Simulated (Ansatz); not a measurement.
An Ansatz (a quantum-chemistry and plane-wave program) input:

Ansatz 0.2 input:
```yaml
crystal:
  lattice:
    - [7.0295347274, 0.0, 0.0]
    - [0.0, 4.811958038, 0.0]
    - [0.0, 0.0, 4.9497250095]
  atoms:
    - { symbol: Al, position: [0.3902565085, 0.2521776232, 0.0311244547] }
    - { symbol: Al, position: [0.6097434915, 0.7478223768, 0.9688755453] }
    - { symbol: Al, position: [0.1097434915, 0.2478223768, 0.5311244547] }
    - { symbol: Al, position: [0.8902565085, 0.7521776232, 0.4688755453] }
    - { symbol: Al, position: [0.8902565085, 0.2478223768, 0.9688755453] }
    - { symbol: Al, position: [0.1097434915, 0.7521776232, 0.0311244547] }
    - { symbol: Al, position: [0.6097434915, 0.2521776232, 0.4688755453] }
    - { symbol: Al, position: [0.3902565085, 0.7478223768, 0.5311244547] }
    - { symbol: O, position: [0.6538459521, 0.1073118206, 0.1022923515] }
    - { symbol: O, position: [0.3461540479, 0.8926881794, 0.8977076485] }
    - { symbol: O, position: [0.8461540479, 0.3926881794, 0.6022923515] }
    - { symbol: O, position: [0.1538459521, 0.6073118206, 0.3977076485] }
    - { symbol: O, position: [0.1538459521, 0.3926881794, 0.8977076485] }
    - { symbol: O, position: [0.8461540479, 0.6073118206, 0.1022923515] }
    - { symbol: O, position: [0.3461540479, 0.1073118206, 0.3977076485] }
    - { symbol: O, position: [0.6538459521, 0.8926881794, 0.6022923515] }
    - { symbol: O, position: [0.0, 0.04966687, 0.25] }
    - { symbol: O, position: [0.0, 0.95033313, 0.75] }
    - { symbol: O, position: [0.5, 0.45033313, 0.75] }
    - { symbol: O, position: [0.5, 0.54966687, 0.25] }
kpoints:
  mp_grid: { grid: [3, 4, 4] }
hamiltonian:
  xc: hse06
  pseudopotentials: { kind: paw }
scf:
  n_extra_bands: 20
  occupations: { method: fixed }
output:
  eigenvalues: true
  eigenstates:
    e_range: [-9.0, 16.2]
    kpoints:
      - [0.0, 0.0, 0.0]  # VBM
      - [0.0, 0.0, 0.0]  # CBM
      - [0.0, 0.0, 0.0]  # GAMMA
      - [0.5, 0.0, 0.0]  # X
      - [0.0, 0.0, 0.5]  # Z
      - [0.5, 0.0, 0.5]  # U
      - [0.0, 0.5, 0.0]  # Y
      - [0.5, 0.5, 0.0]  # S
      - [0.0, 0.5, 0.5]  # T
      - [0.5, 0.5, 0.5]  # R
```

Problem. How many symmetry operations and irreducible k-points will the run report?

Solution. 8 operations, 18 of 48 k-points.

Problem. With a cutoff of 420 eV, how many plane waves at Γ?

Solution. 3287.

It took roughly 10 core-minutes on shared server cores.

The points marked VBM and CBM come from a semilocal run.

Space group Pbcn. The workflow started from a Materials Project entry (that database holds measured and hypothetical structures alike); the Crystallography Open Database copy checked does not list it. It is not the phase usual at ambient conditions (space group No. 167). Symmetry was held in the PBEsol relaxation; its stability against distortions is not shown here.

Potentials: the later of the program's two PAW sets.

Ansatz is a plane-wave DFT program.
